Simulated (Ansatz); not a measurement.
# Step by step: Si, relaxation of cell and atoms

Method: DFT, LDA, all-electron LAPW, scalar-relativistic (Ansatz 0.2.0).

Command: `ansatz run input.yaml --threads 1 --pin off --max-ram 2048MiB --backend cpu --events-out ev --progress --plain --runs-dir out` The run took 11 s on 1 thread of Arm Neoverse V2, with other jobs on the host.

```yaml
crystal:
  lattice:
    - [0.0, 2.7492688318, 2.7492688318]
    - [2.7492688318, 0.0, 2.7492688318]
    - [2.7492688318, 2.7492688318, 0.0]
  atoms:
    - { symbol: Si, position: [0.75, 0.75, 0.75] }
    - { symbol: Si, position: [0.5, 0.5, 0.5] }
kpoints:
  mp_grid: { grid: [11, 11, 11] }
scf:
  occupations: { method: fermi_dirac, width: 0.05 }
hamiltonian:
  xc: lda
  pseudopotentials: { kind: all_electron, lapw: { basis_error: 0.001 } }
output:
  forces: true
  stress: true
relax:
  f_tol: 0.005
  max_steps: 80
  cell: {}
```

The geometry is COD entry 2102763, unchecked; take it as a test cell. It differs from other determinations. The listed cell was then made from it by scaling, straining or moving an atom.

Each frame lists the cell vectors (Å), then Cartesian positions (Å); symmetry keeps all forces zero. Free energies count from the first step, -15730.3344 eV.

The walk took 5 evaluations in all; steps that aren't listed are left out.

Step 1: E = 0.0 meV, P = -4.61 GPa

```
cell 0.0000 2.7493 2.7493 2.7493 0.0000 2.7493 2.7493 2.7493 0.0000
Si    4.1239    4.1239    4.1239
Si    2.7493    2.7493    2.7493
```

Step 2: E = -31.2 meV, P = -1.11 GPa

```
cell 0.0000 2.7111 2.7111 2.7111 0.0000 2.7111 2.7111 2.7111 0.0000
Si    4.0667    4.0667    4.0667
Si    2.7111    2.7111    2.7111
```

Question: How does the relaxation end?

Answer: It converges, with a = 5.401 Å, b = 5.401 Å, c = 5.401 Å, α = 90.00°, β = 90.00°, γ = 90.00° (conventional cell, space group Fd-3m). The last solve (on a basis chosen afresh for the final cell, so its energy is not quite comparable) gives E = -32.8 meV, P = 0.00 GPa:
```
cell 0.0000 2.7005 2.7005 2.7005 0.0000 2.7005 2.7005 2.7005 0.0000
Si    4.0507    4.0507    4.0507
Si    2.7005    2.7005    2.7005
```
